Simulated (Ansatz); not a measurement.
Relaxed-ion elastic tensor of HfTeS in space group P3m1 (No. 156; Hf on 1b, Te on 1a, S on 1c) in GPa (Voigt order), r²SCAN+D4 (plane waves, PAW; program Ansatz); density 6.91 g/cm³, 27.10 Å³ per atom.

```json
[
 {"": "1", "1": "114", "2": "23.4", "3": "6.2", "4": "-2.2", "5": "0.0", "6": "0.0"},
 {"": "2", "1": "23.4", "2": "114", "3": "6.2", "4": "2.2", "5": "0.0", "6": "0.0"},
 {"": "3", "1": "6.2", "2": "6.2", "3": "26.6", "4": "0.0", "5": "0.0", "6": "0.0"},
 {"": "4", "1": "-2.2", "2": "2.2", "3": "0.0", "4": "7.8", "5": "0.0", "6": "0.0"},
 {"": "5", "1": "0.0", "2": "0.0", "3": "0.0", "4": "0.0", "5": "7.8", "6": "-2.2"},
 {"": "6", "1": "0.0", "2": "0.0", "3": "0.0", "4": "0.0", "5": "-2.2", "6": "45.1"}
]
```

Question: Is the crystal mechanically stable?

Answer: Yes: the smallest eigenvalue of C is 7.7 GPa.

Question: Work out the Voigt, Reuss and Hill averages.

Answer: K_V = 36.2, K_R = 21.6, K_H = 28.9; G_V = 26.7, G_R = 13.7, G_H = 20.2 GPa.

Question: Give Young's modulus, Poisson's ratio, Pugh's ratio and the universal anisotropy index.

Answer: E = 9KG/(3K + G) = 49.1 GPa; ν = 0.22; K/G = 1.43 (brittle by the Pugh limit of 1.75); A_U = 5G_V/G_R + K_V/K_R − 6 = 5.42.

Question: Estimate the sound speeds and the Debye temperature.

Answer: v_l = √((K + 4G/3)/ρ) = 2840 m/s, v_t = √(G/ρ) = 1710 m/s, mean 1890 m/s; Θ = (h/k)(3n/4πV)^(1/3) v_m = 187 K.

Question: Solve the Christoffel equation for the three sound speeds along x, y, z.

Answer: Eigenvalues of C_ijkl n_j n_l equal ρv². In km/s, slowest first: x 1.06, 2.56, 4.06; y 1.06, 2.56, 4.06; z 1.06, 1.06, 1.96.

Question: How much does each axis shrink under pressure?

Answer: Linear compressibilities β_i = Σ_j S_ij (j = 1 to 3): x 5.7, y 5.7, z 35 per TPa.

The first step of the workflow began from a Materials Project structure, measured or hypothetical; the Crystallography Open Database copy checked does not list it. Its standing as an ambient phase is unchecked. Symmetry was held in the r²SCAN+D4 relaxation; its stability against distortions is not shown here. The run is not spin-polarised. Scalar-relativistic: spin–orbit coupling is off unless named, which matters more the heavier the elements.

Potentials: the later of the program's two PAW sets.
